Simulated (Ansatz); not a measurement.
HfRu: relaxation of cell and atoms

These are results of DFT, LDA, all-electron LAPW, scalar-relativistic (Ansatz 0.2.0), not measurements.

Command: `ansatz run input.yaml --threads 1 --pin off --max-ram 2048MiB --backend cpu --events-out ev --progress --plain --runs-dir out` The run took about 96 s on 1 thread of a shared machine.

```yaml
crystal:
  lattice:
    - [3.1670018895, 0.0, 0.0]
    - [0.0, 3.1670018895, 0.0]
    - [0.0, 0.0, 3.1670018895]
  atoms:
    - { symbol: Hf, position: [0.0, 0.0, 0.0] }
    - { symbol: Ru, position: [0.5, 0.5, 0.5] }
kpoints:
  mp_grid: { grid: [10, 10, 10] }
scf:
  occupations: { method: fermi_dirac, width: 0.05 }
hamiltonian:
  xc: lda
  pseudopotentials: { kind: all_electron, lapw: { basis_error: 0.001 } }
output:
  forces: true
  stress: true
relax:
  f_tol: 0.005
  max_steps: 80
  cell: {}
```

Spin–orbit coupling is left out, though it moves levels of the heavy atoms by tenths of an eV or more.

The geometry is COD entry 1538250, unchecked; take it as a test cell. The listed cell was then made from it by scaling, straining or moving an atom.

Each frame lists the cell vectors (Å), then Cartesian positions (Å); symmetry keeps all forces zero. Free energies count from the first step, -533182.3848 eV.

The walk took 5 evaluations in all; steps that aren't listed are left out.

Step 1: E = 0.0 meV, P = 3.26 GPa

```
cell 3.1670 0.0000 0.0000 0.0000 3.1670 0.0000 0.0000 0.0000 3.1670
Hf    0.0000    0.0000    0.0000
Ru    1.5835    1.5835    1.5835
```

Step 2:

```
cell 3.2102 0.0000 0.0000 0.0000 3.2102 0.0000 0.0000 0.0000 3.2102
Hf    0.0000    0.0000    0.0000
Ru    1.6051    1.6051    1.6051
```

Question: Give the energy, pressure of step 2.

Answer: E = +11.7 meV, P = -5.78 GPa, step rejected
```
Hf    0.0000    0.0000    0.0000
Ru    1.6051    1.6051    1.6051
```

Question: How does the relaxation end?

Answer: It converges, with a = 3.182 Å, b = 3.182 Å, c = 3.182 Å, α = 90.00°, β = 90.00°, γ = 90.00° (conventional cell, space group Pm-3m). The last solve (on a basis chosen afresh for the final cell, so its energy is not quite comparable) gives E = -4.5 meV, P = 0.00 GPa:
```
cell 3.1817 0.0000 0.0000 0.0000 3.1817 0.0000 0.0000 0.0000 3.1817
Hf    0.0000    0.0000    0.0000
Ru    1.5908    1.5908    1.5908
```
